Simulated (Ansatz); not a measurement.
SrMoO$_{4}$ in space group I4_1/a (No. 88; Sr on 4a, Mo on 4b, O on 16f) at seven volumes, plane-wave PAW r²SCAN (Ansatz code), shape and atoms relaxed at each. One row is withheld.

```json
[
 {"V (Å³/atom)": "13.306", "P (GPa)": "8.64"},
 {"V (Å³/atom)": "13.745", "P (GPa)": "5.23"},
 {"V (Å³/atom)": "14.184", "P (GPa)": "2.38"},
 {"V (Å³/atom)": "14.622", "P (GPa)": "0.00"},
 {"V (Å³/atom)": "15.061", "P (GPa)": "-1.99"},
 {"V (Å³/atom)": "15.500", "P (GPa)": "-3.67"},
 {"V (Å³/atom)": "15.938", "P (GPa)": "?"}
]
```

**Question.** Fit the shown pressures and predict the withheld one.

**Answer.** Third-order Birch–Murnaghan: P = (3/2)B₀(x^(7/2) − x^(5/2))[1 + (3/4)(B′ − 4)(x − 1)] with x = (V₀/V)^(2/3). Least squares on the six rows gives V₀ = 14.622 Å³/atom, B₀ = 72.59 GPa, B′ = 4.92. At V = 15.938, x = 0.9442 and P = -5.06 GPa. The run itself gave -5.06 GPa.

The workflow started from a Materials Project entry (that database holds measured and hypothetical structures alike); the Crystallography Open Database files this formula in space group No. 88, but the cells were not matched. Its standing as an ambient phase is unchecked. The cell was relaxed with r²SCAN under the symmetry of its start; its stability against distortions is not shown here. No spin polarisation was allowed. No Hubbard U is applied.

Potentials: the later of the program's two PAW sets.
